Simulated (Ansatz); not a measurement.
SnGe7: rattling a relaxed structure

The cell was found from a proposed guess, not taken from experiment.

All numbers below come from DFT PBE, scalar-relativistic, plane waves, PAW (Ansatz). Settings: cutoff 420 eV, Γ-centred mesh 8×8×4 on the computed 8-atom cell, Gaussian smearing of 0.10 eV; no spin polarisation.

The cell below (8 atoms, space group P-4m2 (No. 115)) is relaxed within its symmetry.

```
Sn Ge
1.0
     4.15470    0.00000    0.00000
     0.00000    4.15470    0.00000
     0.00000    0.00000   11.77468
Sn Ge
1 7
Direct
  0.00000 0.00000 0.00000
  0.50000 0.50000 0.74149
  0.00000 0.50000 0.62065
  0.50000 0.50000 0.25851
  0.50000 0.00000 0.37935
  0.50000 0.00000 0.86155
  0.00000 0.50000 0.13845
  0.00000 0.00000 0.50000
```

For the test it was strained at random (σ = 1.5 % a component), the atoms were moved at random (σ = 0.10 Å), and all was relaxed again on a coarse 6×6×2 mesh (in the run’s order of axes) with 0.20 eV smearing, with no symmetry imposed.

Question: Does it come back?

Answer: It returns, within 1 meV/atom of the unmoved cell on that mesh and with the same symmetry when read at 0.1 Å. No instability shows in this cell; modes of other wave vectors, which need another repeat, aren't tested.
